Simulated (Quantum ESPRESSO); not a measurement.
pw.x input (Quantum ESPRESSO 7.5; PBEsol, PseudoDojo standard norm-conserving files, scalar-relativistic):

```
&CONTROL
  calculation = 'scf'
  pseudo_dir = './pseudo'
  outdir = './out'
  tprnfor = .true.
  tstress = .true.
/
&SYSTEM
  ibrav = 0
  nat = 9
  ntyp = 4
  ecutwfc = 88.0
  ecutrho = 352.0
  occupations = 'smearing'
  smearing = 'fd'
  degauss = 0.002
  nbnd = 25
/
&ELECTRONS
  conv_thr = 9e-10
/
ATOMIC_SPECIES
H 1.0080 H.upf
Na 22.9898 Na.upf
Ba 137.3270 Ba.upf
Ir 192.2170 Ir.upf
CELL_PARAMETERS angstrom
  0.000000000000   3.922550000000   3.922550000000
  3.922550000000   0.000000000000   3.922550000000
  3.922550000000   3.922550000000   0.000000000000
ATOMIC_POSITIONS crystal
H   0.784970000000   0.215030000000   0.215030000000
H   0.784970000000   0.784970000000   0.215030000000
H   0.215030000000   0.784970000000   0.784970000000
H   0.215030000000   0.215030000000   0.784970000000
H   0.215030000000   0.784970000000   0.215030000000
H   0.784970000000   0.215030000000   0.784970000000
Na   0.750000000000   0.750000000000   0.750000000000
Ba   0.250000000000   0.250000000000   0.250000000000
Ir   0.000000000000   0.000000000000   0.000000000000
K_POINTS automatic
6 6 6 0 0 0
```

End of the output:

```
     total energy              =    -384.26061482 Ry
     estimated scf accuracy    <       0.00000008 Ry
     total energy              =    -384.26061483 Ry
     estimated scf accuracy    <       0.00000004 Ry
     total energy              =    -384.26061484 Ry
     estimated scf accuracy    <          2.5E-09 Ry
[...]
     the Fermi energy is     5.3942 ev
!    total energy              =    -384.26061484 Ry
     estimated scf accuracy    <          1.2E-10 Ry
     smearing contrib. (-TS)   =       0.00000000 Ry
     internal energy E=F+TS    =    -384.26061484 Ry
     The total energy is F=E-TS. E is the sum of the following terms:
     one-electron contribution =    -237.24833910 Ry
     hartree contribution      =     126.33674432 Ry
     xc contribution           =     -73.64033832 Ry
     ewald contribution        =    -199.70868175 Ry
     convergence has been achieved in  10 iterations
     Forces acting on atoms (cartesian axes, Ry/au):
     atom    1 type  1   force =    -0.00495170   -0.00000000    0.00000000
     atom    2 type  1   force =     0.00000000    0.00000000    0.00495170
     atom    3 type  1   force =     0.00495170    0.00000000    0.00000000
     atom    4 type  1   force =     0.00000000   -0.00000000   -0.00495170
     atom    5 type  1   force =    -0.00000000   -0.00495170    0.00000000
     atom    6 type  1   force =     0.00000000    0.00495170    0.00000000
     atom    7 type  2   force =     0.00000000    0.00000000    0.00000000
     atom    8 type  3   force =    -0.00000000    0.00000000   -0.00000000
     atom    9 type  4   force =     0.00000000    0.00000000    0.00000000
     Total force =     0.012129     Total SCF correction =     0.000005
     Computing stress (Cartesian axis) and pressure
          total   stress  (Ry/bohr**3)                   (kbar)     P=      -22.90
  -0.00015564   0.00000000   0.00000000          -22.90        0.00        0.00
   0.00000000  -0.00015564  -0.00000000            0.00      -22.90       -0.00
   0.00000000  -0.00000000  -0.00015564            0.00       -0.00      -22.90
```
In a gapped system the printed Fermi energy is only some level inside the gap.

Spin-orbit coupling is not included.

Geometry of the Materials Project entry, not relaxed at this level.
